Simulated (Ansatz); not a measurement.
GaAs:
```
GaAs
1.0
    3.99394     0.00000     0.00000
   -1.99697     3.45885     0.00000
    0.00000     0.00000     6.58583
Ga As
2 2
Cartesian
  0.00000   2.30590   0.00045
  1.99697   1.15295   3.29336
  0.00000   2.30590   2.46265
  1.99697   1.15295   5.75557
```

Relaxed with r²SCAN.

### Question
Map the electron localisation function on the plane through (0.333, 0.667, 0.000) spanned by u = [0, 0, 1] and v = [1, -1, 0] in lattice vectors, from plane-wave PAW r²SCAN (Ansatz code).

### Answer
x is the fraction of u, y of v (the angle between them is 90°; rows are the nearest grid lines); atoms in the plane: Ga at (0.00, 0.00), Ga at (0.50, 0.33), As at (0.37, 0.00), As at (0.87, 0.33).
```
|9001247876313224565431000112221009|
|0012347776532235665421000112222100|
|1122346776654556665421000112222211|
|2222334566666666654210000012232222|
|2222223445555666543210000011222222|
|1111101112223332211100000000111111|
|1000000001111111110000000000001111|
|0000000000000000000000000000000000|
|0000000000000000000000000000000000|
|1000000000000000000000000001111111|
|1110000000001111111100001112222221|
|4321000000112222222222233445556554|
|5431100001122322222223345555666665|
|6653100001222222222223577666555666|
|6653100001222221111223577664333566|
|6554200001222210320123577642231356|
|6554200001222210110123577642121356|
|6653100012333221111223577665444666|
|7653110113444332222223567666666777|
|6543222345677776544332234567778776|
|3332334566677788765421123456776543|
|1122346776655566766421001123332211|
|0012347776532245666421000122222100|
|9001247876313224565431000112221009|
```
Scale: ten equal steps from -0.043 (start of '0') to 1.00 (end of '9'), in the order '0123456789'; x runs from 0.000 to 1.00, y from 0.000 (bottom) to 1.00 (top).

The density is the valence pseudo-density with augmentation charge, so density and ELF within about 1 Å of a nucleus are not all-electron values.

Space group P6_3mc (wurtzite). The first step of the workflow began from a Materials Project structure, measured or hypothetical; the Crystallography Open Database copy checked does not list it. It is not the phase usual at ambient conditions (space group No. 216). The cell was relaxed with r²SCAN under the symmetry of its start; whether a distortion lowers the energy is not shown.

Potentials: the later of the program's two PAW sets.
